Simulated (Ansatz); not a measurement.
The relaxed structure here is a generated cell of SnO: the first start was made by placing the elements on the sites of a structure type, and the end was not matched to a known phase here, so it may be hypothetical. Known forms of SnO include space group No. 129.

A relaxed structure of SnO. Level of theory: PBE (plane waves to 420 eV, PAW, scalar-relativistic; Ansatz, an electronic-structure program).

```xyz
8
Lattice="5.4728 0.0000 0.0000 0.0000 4.5588 0.0000 0.0000 0.0000 5.7635" Properties=species:S:1:pos:R:3 pbc="T T T"
Sn     4.0861     1.1397     5.6679
Sn     4.1230     3.4191     2.7862
Sn     1.3866     3.4191     0.0955
Sn     1.3498     1.1397     2.9773
O      0.6586     1.1397     5.0857
O      2.0778     3.4191     2.2040
O      4.8142     3.4191     0.6778
O      3.3950     1.1397     3.5595
```

Determine the symmetry and give the standard cell with its independent sites.

Space group Pnma (No. 62); a = 5.4728 Å, b = 4.5588 Å, c = 5.7635 Å, α = 90.00°, β = 90.00°, γ = 90.00°

```json
[
 {"atom": "Sn", "site": "4c", "symmetry": ".m.", "x": "0.2466", "y": "0.2500", "z": "0.5166"},
 {"atom": "O", "site": "4c", "symmetry": ".m.", "x": "0.1203", "y": "0.2500", "z": "0.8824"}
]
```

Give the shortest distances between elements (the closest pairs, up to four, under 3.6 Å).

O–Sn 2.13 Å; O–O 2.96 Å; Sn–Sn 3.54 Å.

The volume per atom is 17.97 Å³. The band gap comes out as 1.35 eV, indirect (valence top at k = (0, 0, 0.3333), conduction bottom at 60 % of the way from U to R) (no spin-orbit coupling) and the smallest direct gap is 1.61 eV at 60 % of the way from U to R.

No spin polarisation in the result.

The run could not lose the symmetry of its start: the end is stationary, and may be a saddle point rather than a minimum.

It was reached from a disturbed copy of a P6₃/mmc (No. 194) cell, against which it lies -284 meV/atom.
